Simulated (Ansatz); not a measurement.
WS2:
```cif
data_S2W
_chemical_formula_sum 'W1 S2'
_space_group_name_H-M_alt 'P 1'
_space_group_IT_number 1
_cell_length_a 6.53456
_cell_length_b 6.53456
_cell_length_c 6.53456
_cell_angle_alpha 28.108
_cell_angle_beta 28.108
_cell_angle_gamma 28.108
loop_
_space_group_symop_operation_xyz
  'x, y, z'
loop_
_atom_site_label
_atom_site_type_symbol
_atom_site_fract_x
_atom_site_fract_y
_atom_site_fract_z
_atom_site_occupancy
W1 W 0.99933 0.99933 0.99933 1
S1 S 0.58309 0.58309 0.58309 1
S2 S 0.74888 0.74888 0.74888 1
```

Relaxed with r²SCAN+D4.

**Question.** Which orbitals make up the states near the band edges in DFT-r²SCAN+D4 in the program Ansatz with PAW potentials?

**Answer.** Top 1 eV of the valence band: W 5d 66 %, S 3p 28 %. Bottom 1 eV of the conduction band: W 5d 62 %, S 3p 31 %. Projections are on Löwdin-orthogonalised atomic valence shells; empty p or d shells of many metals are not among them.

**Question.** Tabulate the density of states.

**Answer.** States/eV per cell of 3 atoms, in 0.25 eV bins, energy from the valence-band maximum.

```
E (eV)  total  S 3p  W 5d  S 3s
------  -----  ----  ----  ----
-7.85    0.01  0.00  0.00  0.00
-7.60    0.16  0.09  0.04  0.01
-7.35    1.04  0.64  0.20  0.06
-7.10    1.38  0.84  0.31  0.07
-6.85    2.27  1.35  0.62  0.08
-6.60    2.61  1.52  0.83  0.07
-6.35    1.85  1.09  0.63  0.05
-6.10    1.74  1.18  0.47  0.06
-5.85    1.04  0.73  0.24  0.04
-5.60    1.67  1.05  0.33  0.14
-5.35    3.31  1.95  0.88  0.27
-5.10    3.42  2.01  0.94  0.29
-4.85    0.94  0.56  0.30  0.04
-4.60    1.70  1.12  0.47  0.06
-4.35    4.09  2.63  1.31  0.07
-4.10    2.60  1.69  0.80  0.04
-3.85    1.55  0.95  0.54  0.02
-3.60    1.57  0.89  0.62  0.01
-3.35    1.76  1.06  0.63  0.01
-3.10    3.48  2.36  0.95  0.09
-2.85    3.11  2.27  0.66  0.10
-2.60    2.79  2.19  0.45  0.07
-2.35    2.34  1.95  0.29  0.04
-2.10    0.93  0.80  0.09  0.02
-1.85    1.24  0.60  0.56  0.02
-1.60    3.13  1.02  1.93  0.05
-1.35    1.88  0.55  1.23  0.03
-1.10    1.24  0.34  0.84  0.02
-0.85    0.72  0.19  0.50  0.01
-0.60    0.22  0.07  0.13  0.01
-0.35    0.14  0.05  0.08  0.01
-0.10    0.05  0.02  0.03  0.00
0.15     0.00  0.00  0.00  0.00
0.40     0.00  0.00  0.00  0.00
0.65     0.00  0.00  0.00  0.00
0.90     0.00  0.00  0.00  0.00
1.15     0.02  0.01  0.01  0.00
1.40     0.80  0.24  0.49  0.01
1.65     1.73  0.52  1.06  0.03
1.90     2.53  0.79  1.58  0.03
2.15     4.04  1.24  2.59  0.04
2.40     3.90  1.33  2.32  0.07
2.65     3.08  0.77  2.02  0.07
2.90     3.41  0.95  2.06  0.11
3.15     2.14  0.75  1.12  0.07
3.40     2.10  0.74  1.08  0.08
3.65     1.70  0.62  0.82  0.08
3.90     0.91  0.39  0.42  0.03
4.15     1.91  0.83  0.88  0.06
4.40     1.82  0.74  0.84  0.09
4.65     0.97  0.33  0.46  0.09
4.90     0.82  0.21  0.34  0.07
5.15     0.61  0.12  0.18  0.04
5.40     0.49  0.06  0.03  0.03
5.65     0.61  0.08  0.04  0.03
5.90     0.70  0.10  0.04  0.04
```

Space group R3m. The first step of the workflow began from a Materials Project structure, measured or hypothetical; the Crystallography Open Database files this formula in space group No. 160, but the cells were not matched. It is not the phase usual at ambient conditions (space group No. 194). Symmetry was held in the r²SCAN+D4 relaxation; whether a distortion lowers the energy is not shown. No spin polarisation was allowed. Scalar-relativistic: spin–orbit coupling is off unless named, which matters more the heavier the elements.

Potentials: the earlier of the program's two PAW sets. The files were generated under PBE; for other functionals the program regenerates the frozen cores, and for LDA and PBEsol the local potential too.
